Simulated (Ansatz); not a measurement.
TePdSe in space group P3m1 (No. 156; Te on 1a, Pd on 1b, Se on 1c) under volume change, DFT-r²SCAN+D4 in the program Ansatz with PAW potentials, shape and atoms relaxed at each volume.

| V (Å³/atom) | E − E(relaxed) (meV/atom) | P (GPa) |
|---|---|---|
| 20.071 | 44.8 | 8.28 |
| 20.732 | 18.1 | 4.81 |
| 21.394 | 4.0 | 2.08 |
| 22.056 | 0.0 | 0.00 |
| 22.717 | 3.1 | -1.44 |
| 23.379 | 11.3 | -2.43 |
| 24.041 | 22.6 | -3.01 |

What does a third-order Birch–Murnaghan fit give for V₀, B₀ and B′?

V₀ = 22.07 Å³/atom, B₀ = 56.2 GPa, B′ = 9.9.

The first step of the workflow began from a Materials Project structure, measured or hypothetical; the Crystallography Open Database copy checked does not list it. With Te and Se taken as one species the cell has the higher symmetry P-3m1, so it may be an ordered model of a mixed-site phase. Its standing as an ambient phase is unchecked. Symmetry was held in the r²SCAN+D4 relaxation; its stability against distortions is not shown here. No spin polarisation was allowed. Scalar-relativistic: spin–orbit coupling is off unless named, which matters more the heavier the elements.

Potentials: the later of the program's two PAW sets.
